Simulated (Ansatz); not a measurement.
This cell of TiSi$_{2}$ (C54 type, space group Fddd) is off equilibrium:

```
CELL_PARAMETERS angstrom
      0.00000     4.13234     4.28268
      2.40310     0.00000     4.28268
      2.40310     4.13234     0.00000
ATOMIC_POSITIONS crystal
  Si 0.66302 0.33698 0.66302
  Si 0.33698 0.66302 0.33698
  Si 0.58698 0.91302 0.58698
  Si 0.91302 0.58698 0.91302
  Ti 0.00000 0.00000 0.00000
  Ti 0.24393 0.24393 0.25607
```

Calculation: PBE (plane waves to 420 eV, PAW, scalar-relativistic; Ansatz, a quantum-chemistry and plane-wave program). k mesh 10×10×10 (Γ-centred), Fermi-Dirac smearing 0.05 eV. Energies are smeared free energies. Stress and pressure are positive under compression. With partly filled bands, energies and forces of such displacements shift with the k mesh and the smearing. TiSi2 is run without spin polarisation. TiSi2 was relaxed with its symmetry unable to fall.

Task: What forces act on the atoms (eV/Å, Cartesian)?

Result: 
```csv
atom,Fx,Fy,Fz
Si1,0.158,-0.004,-0.300
Si2,-0.158,0.004,-0.300
Si3,0.005,-0.004,-0.038
Si4,-0.005,0.004,-0.038
Ti5,0.000,0.000,-0.068
Ti6,0.000,0.000,0.743
```

Task: In it atom 6 sits (0.000, 0.000, -0.052) Å away from its relaxed site. What is its energy relative to the relaxed cell?

Result: 19 meV/cell.

(A displaced cell: forces are minus the slopes of the energy, force constants its curvatures, and phonons follow from these.)
